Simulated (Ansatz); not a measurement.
TiS2:
```
TiS2
1.0
    3.31481     0.00000     0.00000
   -1.65741     2.87071     0.00000
    0.00000     0.00000     5.44656
Ti S
1 2
Cartesian
  0.00000   0.00000   2.72328
  0.00000   1.91381   4.14442
  1.65741   0.95690   1.30214
```

Relaxed with LDA. Special points in fractions of this cell's reciprocal vectors: Γ (0.000, 0.000, 0.000); M (0.500, 0.000, 0.000); K (0.333, 0.333, 0.000); A (0.000, 0.000, 0.500); L (0.500, 0.000, 0.500); H (0.333, 0.333, 0.500).

**Question.** List the band energies nearest the Fermi level at these points for plane-wave PAW LDA (Ansatz code).

**Answer.** In eV from the Fermi level; about four levels below and three above (degenerate sets whole), none deeper than 8.9 eV; points with the same levels are listed once.

| k | below | above |
|---|---|---|
| Γ | -5.94 -2.79 -2.79 | 0.30 0.30 0.30 |
| M | -3.14 -2.99 -2.65 -1.62 | 0.17 1.77 2.25 |
| K | -4.43 -4.43 -2.82 -2.82 -2.35 | 1.36 2.05 2.05 |
| A | -3.83 -2.89 -2.71 -2.71 | 0.00 0.00 0.53 0.53 |
| L | -2.94 -1.07 -1.06 -0.23 | 1.76 2.21 3.52 |
| H | -3.92 -3.43 -2.23 -2.23 | 1.38 1.54 1.54 |

Space group P-3m1 (CdI2 type). The cell was relaxed with LDA under the symmetry of its start; phonons on a q-mesh show no instability. No spin polarisation was allowed. A crystal of weakly bound layers computed without a dispersion correction: the cell and the soft elastic constants depend strongly on that.

Potentials: the later of the program's two PAW sets.
